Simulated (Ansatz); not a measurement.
## Sn (Fd-3m), an elastic constant from a strain scan

The calculation used DFT PBEsol, scalar-relativistic, plane waves, PAW in Ansatz. The runs took a 420 eV cutoff, a Γ-centred 12×12×12 mesh and Gaussian smearing (0.15 eV). No spin polarisation. Energies are free energies at this smearing, counted from the undisturbed cell; pressure is positive in compression.

The starting cell (as given, not relaxed at this level; it stands at 1.0 GPa):

```
CELL_PARAMETERS angstrom
0.00000 3.24560 3.24560
3.24560 0.00000 3.24560
3.24560 3.24560 0.00000
ATOMIC_POSITIONS crystal
Sn 0.50000 0.50000 0.50000
Sn 0.75000 0.75000 0.75000
```

The cell is strained by ε times the Voigt pattern (1, -1, 0, 0, 0, 0) (xx, yy, zz, yz, xz, xy; engineering shear) with fractional coordinates fixed. The cell holds 2 atoms in V0 = 68.38 Å³. The stress column is τ = (1/V0) dE/dε, got from the stress tensor σ (compression positive) at each point as −det(1 + εP) σ : P(1 + εP)⁻¹, with P the pattern as a tensor.

```csv
ε,ΔE (meV/atom),τ (GPa)
-0.0350,8.084,-2.159
-0.0300,5.944,-1.854
-0.0250,4.130,-1.547
-0.0200,2.645,-1.238
-0.0150,1.488,-0.929
-0.0100,0.662,-0.619
-0.0050,0.167,-0.310
0.0000,0.000,0.000
0.0050,0.167,0.310
0.0100,0.662,0.619
0.0150,1.488,0.929
0.0200,2.645,1.238
0.0250,4.130,1.547
0.0300,5.944,1.854
0.0350,8.084,2.159
0.0400,?,?
```

Task: Which combination of elastic constants does this scan measure, and how large is it?

Result: For small ε, τ = τ0 + Kε with K = pᵀCp, which for this pattern is 2(C11 − C12) in the cubic axes. The parabola through τ at ε = -0.0050, 0 and 0.0050 has slope K = 62 GPa at zero. The energies per cell, E = NΔE, of the same two points give K = 2[E(ε₊)/ε₊ − E(ε₋)/ε₋]/[(ε₊ − ε₋)V0] = 62 GPa, in agreement.

Task: Predict the withheld row at ε = 0.0400 from the harmonic law, and compare.

Result: ΔE = V0(τ0 ε + Kε²/2)/N = 10.577 meV/atom and τ = 2.48 GPa. The calculation gives 10.550 meV/atom and 2.46 GPa, a miss of 0.3 % of the harmonic energy, so the harmonic law still holds here.

In a metal these slopes depend on the k mesh and the smearing.